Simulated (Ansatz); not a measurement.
ZrO2 in space group Pnma (No. 62; Zr on 4c, O on 4c, O on 4c), LDA (plane waves, PAW; program Ansatz). The conduction-band minimum lies at Γ, with 1 equivalent valley. Second derivatives d²E/dk² of the lowest band at one valley (eV·Å²), along Cartesian directions:

```json
[
 {"direction": "[100]", "d²E/dk²": "5.311"},
 {"direction": "[010]", "d²E/dk²": "2.130"},
 {"direction": "[001]", "d²E/dk²": "7.297"},
 {"direction": "[110]", "d²E/dk²": "3.715"},
 {"direction": "[101]", "d²E/dk²": "6.304"},
 {"direction": "[011]", "d²E/dk²": "4.711"}
]
```

Question: Find the principal effective masses, the density-of-states mass and the conductivity mass.

Answer: Off-diagonal terms follow from H_xy = H[110] − (H_xx + H_yy)/2, and m*/mₑ = 7.620 eV·Å² over each eigenvalue: 1.0, 1.4, 3.6. One valley's DOS mass (m₁m₂m₃)^(1/3) = 1.8, conductivity mass 3/(Σ 1/mᵢ) = 1.6 mₑ.

Question: What effective density of states Nc follows at 300 K for parabolic valleys?

Answer: Nc = 2.509e19 × 1 × (1.8)^(3/2) ≈ 6.1e19 cm⁻³.

The workflow started from a Materials Project entry (that database holds measured and hypothetical structures alike); the Crystallography Open Database copy checked does not list it. It is not the phase usual at ambient conditions (space group No. 14). The cell was relaxed with LDA under the symmetry of its start; whether a distortion lowers the energy is not shown. No spin polarisation was allowed. Scalar-relativistic: spin–orbit coupling is off unless named, which matters more the heavier the elements.

Potentials: the later of the program's two PAW sets.

Edges and masses are those of Kohn–Sham bands, whose gap is no quasiparticle gap.
